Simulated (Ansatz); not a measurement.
YZn (CsCl type, Pm-3m), PBEsol (plane waves, PAW; program Ansatz), all energies at zero smearing, with the estimated change up to a 700 eV cutoff added, with one set of potentials and settings (totals compare only within such a set). Cell of 2 atoms (1 Zn, 1 Y): -7076.697 eV.

```csv
element,reference phase,E (eV/atom)
Zn,"P6_3/mmc, 2 atoms in the cell",-3280.9077
Y,"P6_3/mmc, 2 atoms in the cell",-3795.0735
```

Formation energy per atom, worked out: (-7076.697 − 1×(-3280.9077) − 1×(-3795.0735))/2 = -0.358 eV/atom (-35 kJ per mol of atoms), at 0 K, without zero-point energy or fitted corrections.

The workflow started from an entry of the Crystallography Open Database (COD). Whether it is the stable phase at ambient conditions was not checked. The PBEsol relaxation kept the symmetry of its start; of distortions, only those at the zone centre were tested. No spin polarisation was allowed. The references are the lowest solids computed at this level, not always the standard phases.

Potentials: the later of the program's two PAW sets.
